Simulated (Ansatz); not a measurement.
Two states of EuGeCl$_{3}$

```
Ge Cl Eu
1.0
     7.80351    0.00000    0.00000
     0.00000    6.78069    0.00000
    -1.59406    0.00000    5.43718
Ge Cl Eu
2 6 2
Cartesian
  0.8227 1.6952 0.4013
  5.3868 5.0855 5.0359
  -0.0976 1.6952 3.6761
  6.3071 5.0855 1.7611
  2.2235 0.0420 1.0211
  3.9859 3.4324 4.4161
  3.9859 6.7386 4.4161
  2.2235 3.3483 1.0211
  4.9877 1.6952 1.7709
  1.2217 5.0855 3.6663
```

Single point in Ansatz 0.2.0 with r2SCAN, with U_eff = 5.57 eV on Eu f (all-electron-ortho-atomic projectors). Cutoff 500 eV, PAW datasets, 3×3×4 Γ-centred k mesh, fermi-dirac filling (width 0.1018 eV).

State A: Eu9 up, Eu10 down (collinear spin). State B: Eu9 up, Eu10 up (collinear spin).

Compare the two self-consistent states.

State B is lower by 14.1 meV an atom at zero smearing; in free energy at this smearing B lies -9.3 meV an atom from A.

```
state  free energy (meV/atom)  largest moment in a small sphere (μB)  net moment (μB/cell)  gap on mesh (eV)  pressure (GPa)  largest force (eV/Å)
    A                     9.3                                   7.04                  0.00             metal             1.3                  3.55
    B                     0.0                                   7.08                 15.77             metal             1.4                  3.72
```

Origin: a known structure type with other elements, at an estimated volume, so it need not be a known compound. Caveats: another magnetic order, which this cell may not hold, can open a gap; the k mesh is coarse if the cell is a metal; atoms or cell far from equilibrium.
